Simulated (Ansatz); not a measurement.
## Sensitivity of the gradients in GaN with Ge replacing Ga to the input

This input was run with Ansatz:

```yaml
crystal:
  lattice:
    - [6.36, 0.0, 0.0]
    - [-4.77, 8.261882352, 0.0]
    - [0.0, 0.0, 10.332]
  atoms:
    - { symbol: Ge, position: [0.1666666666, 0.2222222222, 0.0] }
    - { symbol: Ga, position: [0.1666666666, 0.2222222222, 0.5] }
    - { symbol: Ga, position: [0.1666666666, 0.5555555556, 0.0] }
    - { symbol: Ga, position: [0.1666666666, 0.5555555556, 0.5] }
    - { symbol: Ga, position: [0.1666666666, 0.8888888889, 0.0] }
    - { symbol: Ga, position: [0.1666666666, 0.8888888889, 0.5] }
    - { symbol: Ga, position: [0.6666666666, 0.2222222222, 0.0] }
    - { symbol: Ga, position: [0.6666666666, 0.2222222222, 0.5] }
    - { symbol: Ga, position: [0.6666666666, 0.5555555556, 0.0] }
    - { symbol: Ga, position: [0.6666666666, 0.5555555556, 0.5] }
    - { symbol: Ga, position: [0.6666666666, 0.8888888889, 0.0] }
    - { symbol: Ga, position: [0.6666666666, 0.8888888889, 0.5] }
    - { symbol: Ga, position: [0.3333333334, 0.1111111111, 0.25] }
    - { symbol: Ga, position: [0.3333333334, 0.1111111111, 0.75] }
    - { symbol: Ga, position: [0.3333333334, 0.4444444444, 0.25] }
    - { symbol: Ga, position: [0.3333333334, 0.4444444444, 0.75] }
    - { symbol: Ga, position: [0.3333333334, 0.7777777778, 0.25] }
    - { symbol: Ga, position: [0.3333333334, 0.7777777778, 0.75] }
    - { symbol: Ga, position: [0.8333333334, 0.1111111111, 0.25] }
    - { symbol: Ga, position: [0.8333333334, 0.1111111111, 0.75] }
    - { symbol: Ga, position: [0.8333333334, 0.4444444444, 0.25] }
    - { symbol: Ga, position: [0.8333333334, 0.4444444444, 0.75] }
    - { symbol: Ga, position: [0.8333333334, 0.7777777778, 0.25] }
    - { symbol: Ga, position: [0.8333333334, 0.7777777778, 0.75] }
    - { symbol: "N", position: [0.1666666666, 0.2222222222, 0.1875] }
    - { symbol: "N", position: [0.1666666666, 0.2222222222, 0.6875] }
    - { symbol: "N", position: [0.1666666666, 0.5555555556, 0.1875] }
    - { symbol: "N", position: [0.1666666666, 0.5555555556, 0.6875] }
    - { symbol: "N", position: [0.1666666666, 0.8888888889, 0.1875] }
    - { symbol: "N", position: [0.1666666666, 0.8888888889, 0.6875] }
    - { symbol: "N", position: [0.6666666666, 0.2222222222, 0.1875] }
    - { symbol: "N", position: [0.6666666666, 0.2222222222, 0.6875] }
    - { symbol: "N", position: [0.6666666666, 0.5555555556, 0.1875] }
    - { symbol: "N", position: [0.6666666666, 0.5555555556, 0.6875] }
    - { symbol: "N", position: [0.6666666666, 0.8888888889, 0.1875] }
    - { symbol: "N", position: [0.6666666666, 0.8888888889, 0.6875] }
    - { symbol: "N", position: [0.3333333334, 0.1111111111, 0.4375] }
    - { symbol: "N", position: [0.3333333334, 0.1111111111, 0.9375] }
    - { symbol: "N", position: [0.3333333334, 0.4444444444, 0.4375] }
    - { symbol: "N", position: [0.3333333334, 0.4444444444, 0.9375] }
    - { symbol: "N", position: [0.3333333334, 0.7777777778, 0.4375] }
    - { symbol: "N", position: [0.3333333334, 0.7777777778, 0.9375] }
    - { symbol: "N", position: [0.8333333334, 0.1111111111, 0.4375] }
    - { symbol: "N", position: [0.8333333334, 0.1111111111, 0.9375] }
    - { symbol: "N", position: [0.8333333334, 0.4444444444, 0.4375] }
    - { symbol: "N", position: [0.8333333334, 0.4444444444, 0.9375] }
    - { symbol: "N", position: [0.8333333334, 0.7777777778, 0.4375] }
    - { symbol: "N", position: [0.8333333334, 0.7777777778, 0.9375] }
total_charge: 1
kpoints:
  mp_grid: { grid: [1, 1, 1] }
scf:
  occupations: { method: fermi_dirac, width: 0.15 }
hamiltonian:
  xc: pbe
  pseudopotentials: { kind: paw }
output:
  forces: true
  stress: true
  populations: true
  efg:
    quadrupole_moments_barn: { Ge: -0.196, Ga: 0.107, "N": 0.02044 }
    contact_densities: true
```

It converged. Of its output the block on the nuclei alone is shown, without the SCF iterations, energies, forces and stress (one atom of each set, the first 14 sets):

```
--- PAW observables at the nuclei: V_zz in 10²¹ V/m², potentials from the cell's mean, atoms counted from 1 ---
  atom   1  Ge V_zz =    +2.756050   η = 0.9140   by run symmetry: allowed   C_q = -13.0616 MHz
            electrostatic potential = -4323.107468 V   contact ρ = 210227.350253 e/Å³
  atom   2  Ga V_zz =    -2.455712   η = 0.7703   by run symmetry: allowed   C_q = -6.3535 MHz
            electrostatic potential = -4134.989552 V   contact ρ = 187396.371898 e/Å³
  atom   3  Ga V_zz =    +2.103978   η = 0.7069   by run symmetry: allowed   C_q = +5.4435 MHz
            electrostatic potential = -4134.639633 V   contact ρ = 187396.436898 e/Å³
  atom   4  Ga V_zz =    -2.249554   η = 0.8668   by run symmetry: allowed   C_q = -5.8202 MHz
            electrostatic potential = -4135.063587 V   contact ρ = 187396.266018 e/Å³
  atom   5  Ga V_zz =    -2.962878   η = 0.9063   by run symmetry: allowed   C_q = -7.6657 MHz
            electrostatic potential = -4134.646793 V   contact ρ = 187396.155686 e/Å³
  atom   6  Ga V_zz =    -2.574565   η = 0.6055   by run symmetry: allowed   C_q = -6.6610 MHz
            electrostatic potential = -4135.064663 V   contact ρ = 187396.248991 e/Å³
  atom   7  Ga V_zz =    +3.133642   η = 0.3389   by run symmetry: allowed   C_q = +8.1075 MHz
            electrostatic potential = -4134.409396 V   contact ρ = 187396.232123 e/Å³
  atom   8  Ga V_zz =    -2.434926   η = 0.8551   by run symmetry: allowed   C_q = -6.2998 MHz
            electrostatic potential = -4135.004384 V   contact ρ = 187396.232635 e/Å³
  atom   9  Ga V_zz =    +2.338495   η = 0.2056   by run symmetry: allowed   C_q = +6.0503 MHz
            electrostatic potential = -4134.657968 V   contact ρ = 187396.562174 e/Å³
  atom  10  Ga V_zz =    -2.247831   η = 0.8718   by run symmetry: allowed   C_q = -5.8157 MHz
            electrostatic potential = -4135.066790 V   contact ρ = 187396.281574 e/Å³
  atom  11  Ga V_zz =    +2.958054   η = 0.9797   by run symmetry: allowed   C_q = +7.6532 MHz
            electrostatic potential = -4134.664797 V   contact ρ = 187396.498857 e/Å³
  atom  12  Ga V_zz =    -2.558956   η = 0.6204   by run symmetry: allowed   C_q = -6.6207 MHz
            electrostatic potential = -4135.067335 V   contact ρ = 187396.275322 e/Å³
  atom  13  Ga V_zz =    +2.336592   η = 0.2053   by run symmetry: allowed   C_q = +6.0453 MHz
            electrostatic potential = -4134.721838 V   contact ρ = 187396.745048 e/Å³
  atom  14  Ga V_zz =    +3.294834   η = 0.8928   by run symmetry: allowed   C_q = +8.5246 MHz
            electrostatic potential = -4134.730680 V   contact ρ = 187396.391129 e/Å³
```

Q: Can these gradients be trusted, and how do they compare with a run on standard settings?

A: Not as converged values. Against the standard input the change is `kpoints.mp_grid.grid`: [4, 3, 2] → [1, 1, 1]; `scf.occupations.width`: 0.01 → 0.15. A site carries the number of its first atom; V_zz in 10²¹ V/m².

```tsv
site	atom	V_zz standard	η standard	V_zz here	η here
Ge	1	-0.63	0.23	2.76	0.91
Ga5	5	1.89	0.55	-2.96	0.91
Ga6	6	0.25	0.64	-2.57	0.61
Ga7	7	-2.19	0.39	3.13	0.34
Ga8	8	0.24	0.97	-2.43	0.86
Ga10	10	0.18	0.83	-2.25	0.87
Ga11	11	2.00	0.44	2.96	0.98
Ga12	12	0.25	0.64	-2.56	0.62
Ga14	14	1.91	0.17	3.29	0.89
Ga15	15	2.06	0.27	3.17	0.99
Ga17	17	-0.74	0.18	2.04	0.96
Ga19	19	1.93	0.44	2.46	0.39
Ga21	21	-0.72	0.59	-2.29	0.94
Ga22	22	0.26	0.82	-2.62	0.63
Ga23	23	-0.70	0.08	2.04	0.98
N25	25	3.28	0.04	4.49	0.54
N38	38	3.17	0.11	2.53	0.33
N40	40	3.19	0.07	3.81	0.77
```

The largest change of V_zz along a kept axis is on Ga10, from 0.18 to -2.25. Small gradients that grow severalfold: Ga22 (0.26 to -2.62), Ga12 (0.25 to -2.56), Ga6 (0.25 to -2.57), Ga8 (0.24 to -2.43) and 23 more sites. In per cent, |V_zz| changes by +28 to +72 on Ga, -20 to +37 on N (all sites that start above 0.5, bar those whose gradient vanishes or changes sign or whose main axis turns by over 40°). Where |V_zz| stays above 0.1 and the axes keep their order, η moves most on N40, from 0.07 to 0.77. On N38, Ga15, Ga11, Ga19, Ga14, N44, Ga20, Ga9 (not all in the table) V_xx and V_yy change places (or their axes turn by over 50°), so the two values of η hide a larger change. V_zz changes sign on Ga10 (axis turned by 37°). On Ga7, Ga5, Ga17, Ga21, Ga23, Ge, Ga22, Ga12 and 25 more sites (not all in the table) the largest principal value lies along another axis in the second run, so the two V_zz can't be compared directly. The table leaves out 30 of the 48 sites, with |V_zz| up to 3.44; their tensors move by 2.35 at most along any direction. The statements above cover all sites. SCF iterations: 8 and 9. In the changed run the k-mesh is coarser than the standard one, so its values aren't converged ones.

On the reference run: The defect repeats with the cell of 48 atoms, so it feels its images: sites between two images don't show the values beside a lone defect, and zeros or small values of η there can come from the images' arrangement. Ga and N carry a gradient in the pure host already, so the values there aren't the defect's effect alone. A uniform background compensates the cell's charge. The cell keeps the host's lattice, where the PBE pressure is 8 GPa (in a charged cell this depends on the convention for the mean potential). The neighbours have not yet relaxed around the defect (largest force 1.5 eV/Å), so a real crystal will differ.
